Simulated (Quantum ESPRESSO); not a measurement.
# Moving one atom in CaZnMgO2ClF

These are calculations, not measurements. They come from pw.x of Quantum ESPRESSO 7.5, a plane-wave density functional program, with PseudoDojo standard norm-conserving files (v0.5 for PBE, v0.4.1 for LDA and PBEsol). The cells are made up: elements, strain and atom displacements were drawn at random, and nothing was relaxed. There is no spin polarisation, spin-orbit coupling or dispersion term.

The cell has 8 sites of a rocksalt lattice. Sites 1 to 4 hold Ca empty Zn Mg; sites 5 to 8 hold O Cl O F. Cell vectors in Å: (4.492, 0.015, 0.044); (0.015, 4.444, 0.053); (0.044, 0.053, 4.425). Settings: PBE, cutoff 1143 eV, 4 x 4 x 4 k mesh shifted by half a step, Fermi-Dirac smearing of 0.025 eV.

Each run shifts the Ca atom on site 1 along z and leaves all else fixed. Site 7 is one of its nearest neighbours. E is the free energy of the cell above the lowest run shown. The last column is band 34 less band 33 at Gamma, from a band step after each run.

```
run,shift (Å),Fz on site 1 (eV/Å),Fz on site 7 (eV/Å),P (GPa),E (meV),level step at Gamma (eV)
1,-0.0954,0.346,-0.317,14.16,0.0,1.043
3,-0.0121,-0.438,0.347,14.16,3.9,1.045
4,-0.0006,-0.550,0.442,14.19,9.6,1.044
5,0.0100,-0.654,0.530,14.22,16.0,1.042
6,0.0687,-1.279,1.061,14.51,72.4,1.026
7,0.0912,-1.547,1.290,14.67,104.1,1.016
2,-0.0455,?,?,?,?,?
```

A rerun of one of these cells at 1437 eV and k mesh 6 x 6 x 6 moved values by no more than 0.002 eV in the cell's energy, 0.03 GPa in stress and 0.005 eV/Å in force.

## Worked fit

A parabola through the six runs shown gives Fz on site 1 = -0.555 - 10.14 u - 7.4 u² eV/Å, with u in Å and a scatter of 0.007 eV/Å. Minus the slope, 10.14 ± 0.37 eV/Å², is this atom's force constant along z at u = 0, with its periodic images moving too. The fitted force vanishes at u = -0.057 Å, where the energy should be lowest along this line. The error is the larger of the fit's own and the change that a cubic makes, rounded up.

## Withheld run

Question: what Fz on site 1 should run 2 give?

The fit gives -0.109 eV/Å. The calculation gave -0.122 eV/Å.

```
run  shift (Å)  Fz on site 1 (eV/Å)  Fz on site 7 (eV/Å)  P (GPa)  E (meV)  level step at Gamma (eV)
  2    -0.0455               -0.122                0.079    14.12     -5.5                     1.047
```